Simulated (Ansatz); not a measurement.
ZnO in space group P4/nmm (No. 129; Zn on 2c, O on 2a), the program Ansatz at the PBE+D3(BJ) level (PAW), all energies at zero smearing, with the estimated change up to a 700 eV cutoff added, with one set of potentials and settings (totals compare only within such a set). Cell of 4 atoms (2 Zn, 2 O): -7772.888 eV.

| element | reference phase | E (eV/atom) |
|---|---|---|
| Zn | P6_3/mmc, 2 atoms in the cell | -3319.4509 |
| O | C2/m, 4 atoms in the cell, spin-polarised | -565.0529 |

Formation energy per atom, worked out: (-7772.888 − 2×(-3319.4509) − 2×(-565.0529))/4 = -0.970 eV/atom (-94 kJ per mol of atoms), at 0 K, without zero-point energy or fitted corrections.

The cell is a constructed one: a structure type filled with these elements; neither database checked (COD, Materials Project) lists it. It is not the phase usual at ambient conditions (space group No. 186). The PBE+D3(BJ) relaxation kept the symmetry of its start; its stability against distortions is not shown here. The references are the lowest solids computed at this level, not always the standard phases (solids in place of the gases).

Potentials: the earlier of the program's two PAW sets.
